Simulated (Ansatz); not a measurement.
**How much do the gradients of CsTlF₄ depend on the method?**

Cell: a computed structure from the Materials Project (it need not be an observed phase), taken as it stands.

```
CELL_PARAMETERS angstrom
6.56441 0.00000 0.00000
0.00000 8.45824 0.00000
0.00000 0.00000 8.54159
ATOMIC_POSITIONS crystal
Cs 0.48342 0.80223 0.25000
Cs 0.51658 0.19777 0.75000
Cs 0.51658 0.30223 0.25000
Cs 0.48342 0.69777 0.75000
Tl 0.00000 0.00000 0.50000
Tl 0.00000 0.00000 0.00000
Tl 0.00000 0.50000 0.50000
Tl 0.00000 0.50000 0.00000
F 0.70552 0.93242 0.55633
F 0.29448 0.06758 0.05633
F 0.29448 0.43242 0.55633
F 0.70552 0.56758 0.05633
F 0.90248 0.97982 0.25000
F 0.09752 0.02018 0.75000
F 0.09752 0.47982 0.25000
F 0.90248 0.52018 0.75000
F 0.88206 0.25000 0.50000
F 0.11794 0.75000 0.00000
F 0.11794 0.75000 0.50000
F 0.88206 0.25000 0.00000
F 0.70552 0.56758 0.44367
F 0.29448 0.43242 0.94367
F 0.29448 0.06758 0.44367
F 0.70552 0.93242 0.94367
```

Atoms are numbered from 1 in the order listed; like atoms form one site, named after its first atom.

First run. Method: Kohn–Sham DFT in Ansatz, PBE, plane waves and PAW, scalar-relativistic, 420 eV cutoff, Γ-centred 3×3×3 k-points, Fermi–Dirac smearing 0.02 eV.

```csv
site,atom,V_zz (10²¹ V/m²),η
Cs,1,5.46,0.54
Tl,5,-25.5,0.11
F9,9,15.01,0.03
F13,13,11.96,0.23
F17,17,11.11,0.29
```

Second run. The same atoms and settings, except that the functional is r2SCAN and the cutoff is 500 eV.

(1) What does the second run give?

Results:

(1) 

```json
{"site": "Cs", "atom": "1", "V_zz": "5.93", "η": "0.52", "change of V_zz": "+0.47"}
{"site": "Tl", "atom": "5", "V_zz": "-26.1", "η": "0.11", "change of V_zz": "-0.63"}
{"site": "F9", "atom": "9", "V_zz": "14.59", "η": "0.03", "change of V_zz": "-0.42"}
{"site": "F13", "atom": "13", "V_zz": "11.38", "η": "0.21", "change of V_zz": "-0.58"}
{"site": "F17", "atom": "17", "V_zz": "10.61", "η": "0.28", "change of V_zz": "-0.50"}
```

The largest change of V_zz is on Tl, from -25.5 to -26.1. In per cent, |V_zz| changes by +9 on Cs, +2 on Tl, -5 to -3 on F (all sites that start above 0.5).

Spin–orbit coupling is left out, which shifts gradients on Tl by a few per cent, and by more where contributions nearly cancel.
For the first run: The largest force is 0.3 eV/Å, so the atoms aren't at the calculated equilibrium and relaxing them would move these values.
